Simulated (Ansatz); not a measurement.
## Zr₂CuH₂: do energies and stresses tell the same story?

Theory: DFT r2SCAN, scalar-relativistic, plane waves, PAW (Ansatz).

Plane waves to 500 eV, a k mesh through Γ of 16×16×16 on the computed 5-atom cell and Gaussian smearing (0.10 eV); no spin polarisation.

Relaxed cell: I4/mmm, a = 3.265 Å, b = 3.265 Å, c = 11.711 Å, α = 90.00°, β = 90.00°, γ = 90.00°, 5 atoms in the primitive cell. Whether it is the stable form of this composition wasn't checked.

Energies at zero smearing and pressures from the stress tensor, at volumes with shape and atoms relaxed:
```csv
V (Å³/atom),E − E(first) (meV/atom),P (GPa)
11.739,0.00,9.20
12.113,-15.56,4.26
12.488,-20.40,0.00
12.862,-15.97,-3.68
13.237,-3.63,-6.83
```

Problem. Check P = −dE/dV between neighbouring volumes, and get the bulk modulus from the pressures alone.

Solution. With 1 eV/Å³ = 160.2 GPa:
| middle V (Å³/atom) | −ΔE/ΔV (GPa) | mean P (GPa) |
| --- | --- | --- |
| 11.926 | 6.655 | 6.728 |
| 12.300 | 2.071 | 2.130 |
| 12.675 | -1.896 | -1.841 |
| 13.050 | -5.279 | -5.258 |

The two differ by 0.07 GPa at most. The mean of two end pressures misses the average over a step by about ΔV² P″/12, up to 0.06 GPa here; with that taken off 0.02 GPa remains. Around V = 12.488 Å³/atom, the two neighbours give B = −V ΔP/ΔV = 12.488 × 7.94 / 0.749 = 132.4 GPa, against B0 = 131.4 GPa from the Birch–Murnaghan fit of the energies.

Cost: 6 runs of about 17 core-minutes in all, on Intel Xeon 6975P-C (Granite Rapids) (shared hosts).